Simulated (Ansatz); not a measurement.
Values for one crystal, relaxed and computed with r²SCAN (plane waves, PAW; program Ansatz); other levels are named.

- Volume per atom: 11.37 Å³
- Band gap: 2.17 eV (direct)
- Pressure derivative B′: 4.3
- Electron effective mass: 0.17 mₑ (isotropic)
- Formation energy from the elements (no fitted shifts): -0.64 eV/atom
- Hole effective mass, band 3 of 3 at the edge: 0.18 along [100], 0.15 along [110], 0.14 along [111] (mₑ)
- Hole effective mass, band 1 of 3 at the edge: 0.86 along [100], 5.1 along [110], 1.9 along [111] (mₑ)

### Question
Which compound is it?
A) Si3N4, P6_3/m (Si on 6h, N on 6h, N on 2c)
B) BiB, zinc blende
C) Si3N4, Fd-3m (Si on 16c, Si on 8b, N on 32e)
D) GaN, zinc blende

### Answer
D, GaN, zinc blende

Space group F-43m (zinc blende). Symmetry was held in the r²SCAN relaxation. The references are the lowest solids computed at this level, not always the standard phases (solids in place of the gases). Scalar-relativistic: spin–orbit coupling is off unless named, which matters more the heavier the elements.

Potentials: the later of the program's two PAW sets.
